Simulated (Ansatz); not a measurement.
# Fields on a plane of K3Sb (space group P6_3/mmc)

```yaml
crystal:
  lattice:
    - [5.88472, 0.00000, 0.00000]
    - [-2.94236, 5.09632, 0.00000]
    - [0.00000, 0.00000, 10.42595]
  atoms:
    - { symbol: K, position: [0.33333, 0.66667, 0.91703] }
    - { symbol: K, position: [0.66667, 0.33333, 0.08297] }
    - { symbol: K, position: [0.66667, 0.33333, 0.41703] }
    - { symbol: K, position: [0.33333, 0.66667, 0.58297] }
    - { symbol: K, position: [0.00000, 0.00000, 0.25000] }
    - { symbol: K, position: [0.00000, 0.00000, 0.75000] }
    - { symbol: Sb, position: [0.66667, 0.33333, 0.75000] }
    - { symbol: Sb, position: [0.33333, 0.66667, 0.25000] }
```

The slice is a (0001) plane (indices of the conventional cell) through the point (0.333, 0.667, 0.250) (fractional), spanned by u = [110] and v = [1 -1 0] in vectors of this cell: u (5.88 Å) and v (10.19 Å, at 90° to u). It covers one period; positions are fractions (u, v).

Atoms on it: K at (0.00, 0.67); K at (0.50, 0.17); Sb at (0.00, 0.00); Sb at (0.50, 0.50).

These are LDA (plane waves to 420 eV, PAW, scalar-relativistic; Ansatz, a quantum-chemistry and plane-wave program) values and carry that method's errors. k mesh 9×9×5. Inside the PAW spheres the values are not all-electron values, and peaks at nuclei hang on which shells count as valence. K3Sb was relaxed with its symmetry unable to fall. Spin-orbit coupling is left out, though Sb is heavy.

| v \ u | 0.00 | 0.11 | 0.22 | 0.33 | 0.44 | 0.56 | 0.67 | 0.78 | 0.89 |
|---|---|---|---|---|---|---|---|---|---|
| 0.94 | 0.17 | 0.37 | 0.72 | 0.52 | 0.06 | 0.06 | 0.52 | 0.72 | 0.37 |
| 0.84 | 0.51 | 0.55 | 0.51 | 0.09 | 0.01 | 0.01 | 0.09 | 0.51 | 0.55 |
| 0.75 | 0.80 | 0.53 | 0.03 | 0.06 | 0.07 | 0.07 | 0.06 | 0.03 | 0.53 |
| 0.66 | x | 0.87 | 0.09 | 0.50 | 0.72 | 0.72 | 0.50 | 0.09 | 0.87 |
| 0.56 | 0.61 | 0.15 | 0.28 | 0.52 | 0.25 | 0.25 | 0.52 | 0.28 | 0.15 |
| 0.47 | 0.04 | 0.25 | 0.71 | 0.42 | x | x | 0.42 | 0.71 | 0.25 |
| 0.38 | 0.01 | 0.05 | 0.50 | 0.71 | 0.63 | 0.63 | 0.71 | 0.50 | 0.05 |
| 0.28 | 0.02 | 0.03 | 0.05 | 0.04 | 0.16 | 0.16 | 0.04 | 0.05 | 0.03 |
| 0.19 | 0.63 | 0.56 | 0.06 | 0.68 | x | x | 0.68 | 0.06 | 0.56 |
| 0.09 | 0.39 | 0.51 | 0.48 | 0.13 | 0.85 | 0.85 | 0.13 | 0.48 | 0.51 |
| 0.00 | x | 0.19 | 0.64 | 0.44 | 0.04 | 0.04 | 0.44 | 0.64 | 0.19 |

Values: electron localisation function (ELF). Points within 0.5 Å of a nucleus are blanked (x), as the pseudised field means little there.

```
|986432100000123468|
|664322100000122346|
|443321100000112334|
|333211000000011233|
|222110000000001122|
|211100000000000111|
|322100000000000122|
|543200000000000234|
|765310000100001356|
|776421111111112467|
|776421122222112467|
|775322233333222357|
|654222334443322245|
|332122356665322123|
|111123468986432111|
|000123469996432100|
|000123468986432100|
|000122346664322100|
|000112334443321100|
|000011233333211000|
|000001122222110000|
|000000111211100000|
|000000122322100000|
|000000234543200000|
|100001356765310000|
|111112467776421111|
|222112467776421122|
|333222357775322233|
|443322245654222334|
|665322123332122356|
|986432111111123468|
|996432100000123469|
```
Scale: ten equal steps from -1.64 (start of '0') to 1.36 (end of '9'), in the order '0123456789'. Values: log₁₀ of the valence density in e/Å³. The map has 18 points along u (one character each, u = 0 at the left) and 32 along v (v = 0 in the bottom row). The scale is logarithmic, as a density can span decades between atoms and voids.
